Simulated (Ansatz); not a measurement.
InAg3:
```xyz
4
Lattice="4.1860 0.0000 0.0000 0.0000 4.1860 0.0000 0.0000 0.0000 4.1860" Properties=species:S:1:pos:R:3 pbc="T T T"
In     0.0000     0.0000     0.0000
Ag     0.0000     2.0930     2.0930
Ag     2.0930     0.0000     2.0930
Ag     2.0930     2.0930     0.0000
```

Relaxed with r²SCAN. Special points in fractions of this cell's reciprocal vectors: Γ (0.000, 0.000, 0.000); X (0.000, 0.500, 0.000); M (0.500, 0.500, 0.000); R (0.500, 0.500, 0.500).

Q: List the band energies nearest the Fermi level at these points for DFT-r²SCAN in the program Ansatz with PAW potentials.

A: In eV from the Fermi level; about four levels below and three above (degenerate sets whole), none deeper than 8.9 eV; points with the same levels are listed once.

| k | below | above |
|---|---|---|
| Γ | -3.63 -3.63 -3.63 -0.23 -0.23 -0.23 | 3.08 4.78 4.78 |
| X | -4.62 -4.60 -4.22 -3.63 | 3.24 3.24 3.56 |
| M | -3.35 -2.56 -1.90 -1.90 | 5.56 5.81 7.11 7.11 |
| R | -2.35 -2.35 -2.35 -0.68 -0.57 | 1.91 1.91 1.91 |

Space group Pm-3m (Cu3Au type). The first step of the workflow began from a Materials Project structure, measured or hypothetical; the Crystallography Open Database files this formula in space group No. 221, but the cells were not matched. Whether it is the stable phase at ambient conditions was not checked. The r²SCAN relaxation kept the symmetry of its start; whether a distortion lowers the energy is not shown. The run is not spin-polarised. Scalar-relativistic: spin–orbit coupling is off unless named, which matters more the heavier the elements.

Potentials: the later of the program's two PAW sets.
